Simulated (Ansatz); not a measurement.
LuF3:
```xyz
24
Lattice="6.6578 0.0000 0.0000 -3.3289 5.7658 0.0000 0.0000 0.0000 6.8453" Properties=species:S:1:pos:R:3 pbc="T T T"
Lu     2.3093     0.0000     5.1340
Lu     4.3485     0.0000     1.7113
Lu    -1.1546     1.9999     5.1340
Lu    -2.1743     3.7659     1.7113
Lu     2.1743     3.7659     5.1340
Lu     1.1546     1.9999     1.7113
F      0.0000     0.0000     5.1340
F      0.0000     0.0000     1.7113
F      0.0000     3.8439     4.6694
F      3.3289     1.9219     2.1759
F      3.3289     1.9219     5.5986
F      0.0000     3.8439     1.2468
F      1.4847     1.7605     3.9577
F      1.8442     4.0054     2.8877
F      4.3908     0.4056     3.9577
F     -1.0619     5.3603     2.8877
F      4.1111     3.5998     3.9577
F     -0.7822     2.1660     2.8877
F      0.7822     2.1660     6.3103
F      2.5467     3.5998     0.5350
F     -1.8442     4.0054     6.3103
F      5.1731     1.7605     0.5350
F      1.0619     5.3603     6.3103
F      2.2670     0.4056     0.5350
```

Relaxed with r²SCAN. Special points in fractions of this cell's reciprocal vectors: Γ (0.000, 0.000, 0.000); M (0.500, 0.000, 0.000); K (0.333, 0.333, 0.000); A (0.000, 0.000, 0.500); L (0.500, 0.000, 0.500); H (0.333, 0.333, 0.500).

**Question.** List the band energies nearest the valence-band maximum at these points for plane-wave PAW r²SCAN (Ansatz code).

**Answer.** In eV from the valence-band maximum; about four levels below and three above (degenerate sets whole), none deeper than 8.9 eV; points with the same levels are listed once.

```csv
k,below,above
Γ,-0.11 -0.11 -0.11 -0.11 -0.02,8.66 8.95 8.95
M,-0.09 -0.06 -0.03 0.00,9.02 9.12 9.26
K,-0.11 -0.11 -0.03 -0.02 -0.02,9.11 9.11 9.27
A,-0.21 -0.21 -0.21 -0.21 -0.21 -0.21,9.16 9.16 9.16 9.16
L,-0.20 -0.20 -0.12 -0.12,9.15 9.15 9.38 9.38
H,-0.21 -0.21 -0.21 -0.21 -0.16 -0.16,9.25 9.25 9.25 9.25
```

Space group P-3c1. The workflow started from a Materials Project entry (that database holds measured and hypothetical structures alike); the Crystallography Open Database copy checked does not list it. Whether it is the stable phase at ambient conditions was not checked. The cell was relaxed with r²SCAN under the symmetry of its start; its stability against distortions is not shown here. Spin–orbit coupling is left out wherever it is not named.

Potentials: the later of the program's two PAW sets.
